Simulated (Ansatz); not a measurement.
Ca₂O in space group R-3m (No. 166; Ca on 6c, O on 3a) under volume change, LDA (plane waves, PAW; program Ansatz), shape and atoms relaxed at each volume.

| V (Å³/atom) | E − E(relaxed) (meV/atom) | P (GPa) |
|---|---|---|
| 18.122 | 32.9 | 6.38 |
| 18.720 | 13.8 | 3.91 |
| 19.317 | 3.3 | 1.81 |
| 19.915 | 0.0 | 0.00 |
| 20.512 | 3.0 | -1.56 |
| 21.110 | 11.4 | -2.87 |
| 21.707 | 24.2 | -3.97 |

**Question.** What does a third-order Birch–Murnaghan fit give for V₀, B₀ and B′?

**Answer.** V₀ = 19.91 Å³/atom, B₀ = 55.4 GPa, B′ = 4.2.

The start of the workflow was typed in or built on a structure type; neither database checked (COD, Materials Project) lists it. Its standing as an ambient phase is unchecked. The cell was relaxed with LDA under the symmetry of its start; its stability against distortions is not shown here. The volume moved by -22 % from the start of the relaxation.

Potentials: the earlier of the program's two PAW sets. The files were generated under PBE; for other functionals the program regenerates the frozen cores, and for LDA and PBEsol the local potential too.
